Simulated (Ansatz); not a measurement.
Input file for Ansatz (a quantum-chemistry and plane-wave program):

Ansatz 0.2 input:
```yaml
crystal:
  lattice:
    - [2.6003595326, 0.0, 0.0]
    - [-1.3001797663, 2.2519774142, 0.0]
    - [0.0, 0.0, 2.7994585371]
  atoms:
    - { symbol: C, position: [0.5, 0.0, 0.0] }
    - { symbol: C, position: [0.0, 0.5, 0.6666666667] }
    - { symbol: C, position: [0.5, 0.5, 0.3333333333] }
kpoints:
  mp_grid: { grid: [12, 12, 10] }
hamiltonian:
  xc: r2scan
  pseudopotentials: { kind: paw }
scf:
  occupations: { method: fixed }
elastic: { mode: relaxed_ion, stencil: two_point, amplitude: 0.005, f_tol: 0.0005 }
output: { polarization: {} }
```

Output (shortened):

```
Pseudopotential: C, paw, valence charge 4
Functional definition: r2SCAN
Crystal: 3 atoms, lattice volume = 16.393 Å³
Basis set: ecut = 500 eV, 407 PW (Γ), exchange–correlation on 80×80×96 points (64 copies of the dense FFT grid, shifted against one another)
Bands: 10, of which v1, the nominal top of the filled ones, is band 6 counted from 1 (5 counted from 0)
Symmetry: 12 space group operations
Space group: P6222 (ITA 180), of the structure as read, at distance tolerance 2.5e-5 Å
k-points: 114 of 1440 (time reversal used)
SCF 1 converged in 9 iterations: F = -751.118998 eV  dr2 = 9.70e-17
Crystal: 3 atoms, lattice volume = 16.393 Å³
SCF 2 converged in 2 iterations: F = -751.118998 eV  dr2 = 2.18e-17
Crystal: 3 atoms, lattice volume = 16.312 Å³
Symmetry: 4 space group operations
k-points: 258 of 1440 (time reversal used)
SCF 3 converged in 8 iterations: F = -751.117416 eV  dr2 = 8.06e-14
relax step   1: F+E_penalty+E_count = -751.11741571 eV  Δ(F+E_penalty+E_count) = +0.000e0 eV  max|allowed force component| = 3.363e-2 eV/Å  Δτ_max = 0.0000 Å  (8 SCF iters, accepted)
Crystal: 3 atoms, lattice volume = 16.312 Å³
SCF 4 converged in 7 iterations: F = -751.117431 eV  dr2 = 1.23e-15
relax step   2: F+E_penalty+E_count = -751.11743070 eV  Δ(F+E_penalty+E_count) = -1.499e-5 eV  max|allowed force component| = 1.556e-2 eV/Å  Δτ_max = 0.0003 Å  (7 SCF iters, accepted)
Crystal: 3 atoms, lattice volume = 16.312 Å³
SCF 5 converged in 7 iterations: F = -751.117435 eV  dr2 = 5.22e-16
relax step   3: F+E_penalty+E_count = -751.11743478 eV  Δ(F+E_penalty+E_count) = -4.081e-6 eV  max|allowed force component| = 6.545e-6 eV/Å  Δτ_max = 0.0003 Å  (7 SCF iters, accepted)
Crystal: 3 atoms, lattice volume = 16.312 Å³
SCF 6 converged in 2 iterations: F = -751.117435 eV  dr2 = 1.38e-16
Crystal: 3 atoms, lattice volume = 16.475 Å³
SCF 7 converged in 8 iterations: F = -751.117444 eV  dr2 = 7.91e-14
relax step   1: F+E_penalty+E_count = -751.11744410 eV  Δ(F+E_penalty+E_count) = +0.000e0 eV  max|allowed force component| = 3.447e-2 eV/Å  Δτ_max = 0.0000 Å  (8 SCF iters, accepted)
Crystal: 3 atoms, lattice volume = 16.475 Å³
SCF 8 converged in 7 iterations: F = -751.117460 eV  dr2 = 2.08e-15
relax step   2: F+E_penalty+E_count = -751.11746036 eV  Δ(F+E_penalty+E_count) = -1.626e-5 eV  max|allowed force component| = 1.576e-2 eV/Å  Δτ_max = 0.0003 Å  (7 SCF iters, accepted)
Crystal: 3 atoms, lattice volume = 16.475 Å³
SCF 9 converged in 7 iterations: F = -751.117465 eV  dr2 = 8.24e-16
relax step   3: F+E_penalty+E_count = -751.11746466 eV  Δ(F+E_penalty+E_count) = -4.302e-6 eV  max|allowed force component| = 6.637e-6 eV/Å  Δτ_max = 0.0003 Å  (7 SCF iters, accepted)
Crystal: 3 atoms, lattice volume = 16.475 Å³
SCF 10 converged in 2 iterations: F = -751.117465 eV  dr2 = 2.18e-16
Crystal: 3 atoms, lattice volume = 16.312 Å³
SCF 11 converged in 7 iterations: F = -751.117446 eV  dr2 = 1.50e-14
Crystal: 3 atoms, lattice volume = 16.475 Å³
SCF 12 converged in 7 iterations: F = -751.117471 eV  dr2 = 1.31e-14
Crystal: 3 atoms, lattice volume = 16.393 Å³
Symmetry: 2 space group operations
k-points: 398 of 1440 (time reversal used)
SCF 13 converged in 8 iterations: F = -751.118269 eV  dr2 = 2.10e-14
relax step   1: F+E_penalty+E_count = -751.11826940 eV  Δ(F+E_penalty+E_count) = +0.000e0 eV  max|allowed force component| = 3.293e-2 eV/Å  Δτ_max = 0.0000 Å  (8 SCF iters, accepted)
Crystal: 3 atoms, lattice volume = 16.393 Å³
SCF 14 converged in 6 iterations: F = -751.118296 eV  dr2 = 4.67e-14
relax step   2: F+E_penalty+E_count = -751.11829574 eV  Δ(F+E_penalty+E_count) = -2.634e-5 eV  max|allowed force component| = 1.828e-2 eV/Å  Δτ_max = 0.0003 Å  (6 SCF iters, accepted)
Crystal: 3 atoms, lattice volume = 16.393 Å³
SCF 15 converged in 6 iterations: F = -751.118307 eV  dr2 = 7.05e-14
relax step   3: F+E_penalty+E_count = -751.11830748 eV  Δ(F+E_penalty+E_count) = -1.173e-5 eV  max|allowed force component| = 7.660e-6 eV/Å  Δτ_max = 0.0004 Å  (6 SCF iters, accepted)
Crystal: 3 atoms, lattice volume = 16.393 Å³
SCF 16 converged in 2 iterations: F = -751.118307 eV  dr2 = 1.80e-14
Crystal: 3 atoms, lattice volume = 16.393 Å³
SCF 17 converged in 8 iterations: F = -751.118269 eV  dr2 = 2.09e-14
relax step   1: F+E_penalty+E_count = -751.11826940 eV  Δ(F+E_penalty+E_count) = +0.000e0 eV  max|allowed force component| = 3.293e-2 eV/Å  Δτ_max = 0.0000 Å  (8 SCF iters, accepted)
Crystal: 3 atoms, lattice volume = 16.393 Å³
SCF 18 converged in 6 iterations: F = -751.118296 eV  dr2 = 4.54e-14
relax step   2: F+E_penalty+E_count = -751.11829574 eV  Δ(F+E_penalty+E_count) = -2.634e-5 eV  max|allowed force component| = 1.828e-2 eV/Å  Δτ_max = 0.0003 Å  (6 SCF iters, accepted)
Crystal: 3 atoms, lattice volume = 16.393 Å³
SCF 19 converged in 6 iterations: F = -751.118307 eV  dr2 = 7.06e-14
relax step   3: F+E_penalty+E_count = -751.11830748 eV  Δ(F+E_penalty+E_count) = -1.173e-5 eV  max|allowed force component| = 7.654e-6 eV/Å  Δτ_max = 0.0004 Å  (6 SCF iters, accepted)
Crystal: 3 atoms, lattice volume = 16.393 Å³
SCF 20 converged in 2 iterations: F = -751.118307 eV  dr2 = 1.81e-14
SCF converged after 2 iterations
Free energy (F): -751.118998 eV
Harris-Foulkes:  -751.118998 eV  (|F-HF|=2.27e-13)
Internal energy: -751.118998 eV  (E = F + TS)
E sigma→0 (E₀):  -751.118998 eV
Fermi energy:    14.722527 eV
--- Per-component energies (eV) ---
  E_band       = 58.689168
  E_kinetic    = 271.527770
  E_local      = -141.551055  (includes V_loc(G=0)·N_el)
  E_nonlocal   = 78.779485
  E_hartree    = 27.584095
  E_xc         = -142.726314
  E_vxc        = -196.997274  (∫ρ·V_xc dr)
  E_paw        = -301.267772  (= ΣΔE_a)
  E_vpaw       = -18.505848  (= ΣTr[D̂ρ^β])
  E_aug_tail   = 0.000013  (compensation charges beyond the density's cutoff)
  E_vtau       = 10.267888  (kinetic-family band-sum trace: ∫τ·v_τ [+ j·A + Jᵃ·Aᵃ] dr)
  E_ewald      = -543.390898
  E_core_change = -0.074321  (= ΣΔE_core)
  E_smearing   =  0.000000  (= −TS)
  E_closure    = 0.000000  (closes the sum)
  Σ components = -751.118998   (vs F -751.118998, Δ=0.00e0)
--- Forces (eV/Å), atoms counted from 1 ---
  atom   1  C      0.00000000     0.00000000     0.00000000
  atom   2  C      0.00000000     0.00000000     0.00000000
  atom   3  C      0.00000000     0.00000000     0.00000000
  max |Σ_I F_I| component: 1.04e-15 eV/Å
--- Stress (GPa, compression-positive) ---
        0.002664       0.000000       0.000000
        0.000000       0.002664       0.000000
        0.000000       0.000000       0.001976
  P = ⅓ Tr σ = 0.0024 GPa (0.024 kbar)
--- Band table (eV; the first three rows and the last of 114) ---
  k-point 0: bands = ["-8.9501", "6.1566", "6.1566", "7.8266", "12.7640", "12.7640", "21.9460", "21.9460", "24.7092", "25.0845"]
  k-point 1: bands = ["-8.7881", "3.5618", "7.9875", "8.7387", "12.6701", "12.9709", "21.6133", "22.5241", "22.9130", "24.5507"]
  k-point 2: bands = ["-8.3025", "1.0882", "8.4647", "11.1102", "12.6955", "13.1917", "20.9173", "21.5253", "23.2427", "24.1351"]
  k-point 113: bands = ["1.2729", "1.8151", "1.8151", "2.3865", "6.3366", "6.3366", "24.0408", "25.8726", "25.8726", "26.0940"]
--- Elastic constants: 3 strain directions × 2 members + reference (group order 12) ---
  dense FFT box of the reference and of every strained cell: 20×20×24
  strains applied: 11, 33, 23; error gains …
  C = ∂σ_k/∂η_j (tension-positive GPa; Voigt order 11 22 33 23 13 12):
      1212.023     83.430     40.090      0.000      0.000      0.000
        83.430   1212.023     40.090      0.000      0.000      0.000
        40.111     40.111   1206.573      0.000      0.000      0.000
         0.000      0.000      0.000    542.315      0.000      0.000
         0.000      0.000      0.000      0.000    542.315      0.000
         0.000      0.000      0.000      0.000      0.000    564.296
  reference stress σ⁰ (GPa):     -0.003     -0.003     -0.002      0.000      0.000      0.000
  moduli (Voigt/Reuss/Hill, GPa): K = 439.76/439.62/439.69   G = 560.92/560.31/560.61   E = 1180.23   ν = 0.053
  mechanically stable: yes (min eigenvalue of sym C = 542.31 GPa)
  e, the proper piezoelectric tensor (elastic.mode: relaxed_ion; C/m²; rows x y z; Voigt order 11 22 33 23 13 12):
       0.00000    0.00000    0.00000    0.13830    0.00000    0.00000
       0.00000    0.00000    0.00000    0.00000   -0.13830    0.00000
       0.00000    0.00000    0.00000    0.00000    0.00000    0.00000
  ±, each entry's uncertainty from the finite density of the strings (C/m²), an estimate: the size of the correction for it that the entry includes:
       0.00000    0.00000    0.00000    0.00611    0.00000    0.00000
       0.00000    0.00000    0.00000    0.00000    0.00611    0.00000
       0.00000    0.00000    0.00000    0.00000    0.00000    0.00000
  strain η (Voigt 11):  stress-route row diagonal C_11 = 1212.02 GPa, energy-path curvature d²(F+E_count+ΔE)/dδ²/Ω₀ = 1212.03 GPa
         δ    σ_11 (GPa)             F (eV)   n_scf  n_hpsi   n_pw
    -5.000e-3      -6.1501        -751.1174348       2   25864    430   relax 3 steps, max|allowed force component| 6.54e-6 eV/Å
     5.000e-3       5.9701        -751.1174647       2   25828    430   relax 3 steps, max|allowed force component| 6.64e-6 eV/Å
  strain η (Voigt 33):  stress-route row diagonal C_33 = 1206.57 GPa, energy-path curvature d²(F+E_count+ΔE)/dδ²/Ω₀ = 1206.40 GPa
         δ    σ_33 (GPa)             F (eV)   n_scf  n_hpsi   n_pw
    -5.000e-3      -6.1020        -751.1174460       7   22565    430   relax 0 steps, max|allowed force component| 9.87e-17 eV/Å
     5.000e-3       5.9637        -751.1174710       7   22542    432   relax 0 steps, max|allowed force component| 1.97e-16 eV/Å
  strain η (Voigt 23):  stress-route row diagonal C_44 = 542.31 GPa, energy-path curvature d²(F+E_count+ΔE)/dδ²/Ω₀ = 542.32 GPa
         δ    σ_23 (GPa)             F (eV)   n_scf  n_hpsi   n_pw
    -5.000e-3      -2.7116        -751.1183075       2   40516    430   relax 3 steps, max|allowed force component| 7.66e-6 eV/Å
     5.000e-3       2.7116        -751.1183075       2   40530    430   relax 3 steps, max|allowed force component| 7.65e-6 eV/Å
--- Formal polarisation (Berry phase): one branch of a lattice of values; only differences between neighbouring runs are physical ---
  axis  mesh            electronic          ionic      p = total  spread (rad)  least overlap  resolved gap  δp at fixed H ≤   (phases in cycles; p mod 2 …
  b1    12×12×10        0.00000000     4.00000000     4.00000000      0.248981         0.9391        5.0227           1.2e-6
  b2    12×12×10        0.00000000     4.00000000     4.00000000      0.248981         0.9391        5.0227           1.2e-6
  b3    12×12×10        0.00000000     4.00000000     4.00000000      0.001332         0.9501        5.0227           1.1e-6
  quantum along a1:   0.31724291 e/Å² =   508.279179 µC/cm²
  quantum along a2:   0.31724291 e/Å² =   508.279179 µC/cm²
  quantum along a3:   0.34153292 e/Å² =   547.196058 µC/cm²
  P = (  0.31724291,   0.54948084,   0.68306583) e/Å² = (  508.279179,   880.365362,  1094.392116) µC/cm²  (mod the quanta)
```

Cost: around 4 core-minutes (rough) on shared cores.

Space group P6_222. The start of the workflow was typed in or built on a structure type; neither database checked (COD, Materials Project) lists it. It is not the phase usual at ambient conditions (space group No. 194, 227). The cell was relaxed with r²SCAN under the symmetry of its start; whether a distortion lowers the energy is not shown.

Potentials: the later of the program's two PAW sets.

Ansatz is a plane-wave DFT program.
